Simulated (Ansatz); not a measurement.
Relaxed GaAs (zinc blende):

```
GaAs
1.0
    0.00000     5.74558     5.74558
    2.87279     0.00000     2.87279
    2.87279     2.87279     0.00000
As Ga
2 2
Cartesian
  4.30919   4.30919   4.30919
  4.30919   7.18198   7.18198
  0.00000   0.00000   0.00000
  0.00000   2.87279   2.87279
```

In each cell atom 3 (Ga, nearest neighbour As at 2.488 Å; its periodic images, 4.1 Å or more away, move with it) moves by s·(0.577, 0.577, 0.577) (along Cartesian [111]), the rest being held.

Method: PBE (plane waves to 420 eV, PAW, scalar-relativistic; Ansatz, a quantum-chemistry and plane-wave program). k mesh 4×8×8 (Γ-centred), Fermi-Dirac smearing 0.05 eV. Energies are smeared free energies. As the smearing reaches across the gap at some points, energies and forces of such displacements shift with the k mesh and the smearing. GaAs was relaxed with its symmetry unable to fall. The zero of ΔE is the undisplaced structure. The last digit holds for this mesh only.

```
s (Å)   ΔE (meV/cell)
------  -------------
-0.500         1785.1
-0.400         1015.0
-0.300          510.6
-0.200          204.0
-0.100           45.9
0.000             0.0
0.100            37.1
0.200           133.4
0.300        withheld
0.400           426.9
0.500           591.5
```

Problem. Fit a polynomial form (powers 2, 3, 4) to the given rows and predict ΔE at s = 0.300.

Solution. Least squares on the 10 given rows: ΔE = (4050)·s² + (-4733)·s³ + (2813)·s⁴, in meV/cell with s in Å; root-mean-square residual 5.06 meV/cell. At 0.300 the fit gives 259.5 meV/cell; the calculation gives 269.5 meV/cell, so the interpolation is off by -10.0 (-3.7 %). The quadratic term alone would give 364.5 meV/cell.

(For displaced atoms, the force is minus the slope of the energy, and its curvature is a force constant, which sets phonon frequencies.)
